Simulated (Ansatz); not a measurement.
# SrAg₅: pressure against volume

SrAg₅, P6/mmm, a = 5.678 Å, c = 4.641 Å. The structure is a COD entry; whether it is the stable form wasn't checked. Ansatz: r2SCAN, PAW, 500 eV, Γ-centred 6×6×8 mesh on 6 atoms, Gaussian smearing 0.10 eV; no spin polarisation. Shape and atoms are relaxed at each volume; pressure is positive in compression.

| V (Å³/atom) | P (GPa) |
| --- | --- |
| 19.008 | 12.39 |
| 19.656 | 8.36 |
| 20.304 | 5.03 |
| 20.952 | 2.26 |
| 21.600 | -0.01 |
| 22.248 | -1.91 |
| 22.896 | -3.44 |
| 23.760 | ? |

Question: Take V0 = 21.600 Å³/atom, count pressures from its P0 = -0.01 GPa, fit the third-order Birch–Murnaghan form to the other rows, and predict the missing pressure.

Answer: With the Eulerian strain f = ½[(V0/V)^(2/3) − 1] and y = (P − P0)/[3f(1 + 2f)^(5/2)], the form is the line y = B0 + 1.5 B0 (B0′ − 4) f. Rows (f, y): 0.04448, 75.1; 0.03245, 73.5; 0.02106, 72.0; 0.01026, 70.1; -0.00976, 68.2; -0.01905, 66.1. Means f = 0.01324, y = 70.833; Σ(Δf)² = 0.002987, ΣΔfΔy = 0.4092; the slope is their ratio. y = 69.02 + 137.0 f GPa, so B0 = 69.0 GPa and B0′ = 4 + 2 × (137.0)/(3 × 69.02) = 5.32. At V = 23.760, f = -0.03078, y = 64.80 and P = -5.12 GPa. The run gave -5.07 GPa, so the fit is 0.05 GPa too low, a small miss on the scale of the series. The form still works here, 22 % of the fitted range beyond its end.

Cost: 8 runs of about 13 core-minutes in all, on AMD EPYC 7R43 (Zen 3) (shared hosts).